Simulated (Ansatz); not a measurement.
TiO2 in space group Pbca (No. 61; Ti on 8c, O on 8c, O on 8c), PBEsol in the plane-wave PAW code Ansatz, all energies at zero smearing, with the estimated change up to a 700 eV cutoff added, with one set of potentials and settings (totals compare only within such a set). Cell of 24 atoms (8 Ti, 16 O): -28798.871 eV.

| element | reference phase | E (eV/atom) |
|---|---|---|
| Ti | P6/mmm, 3 atoms in the cell | -2473.9117 |
| O | C2/m, 4 atoms in the cell, spin-polarised | -558.3554 |

Formation energy per atom, worked out: (-28798.871 − 8×(-2473.9117) − 16×(-558.3554))/24 = -3.079 eV/atom (-297 kJ per mol of atoms), at 0 K, without zero-point energy or fitted corrections.

The PBEsol relaxation kept the symmetry of its start. No spin polarisation was allowed. The references are the lowest solids computed at this level, not always the standard phases (solids in place of the gases).

Potentials: the later of the program's two PAW sets.
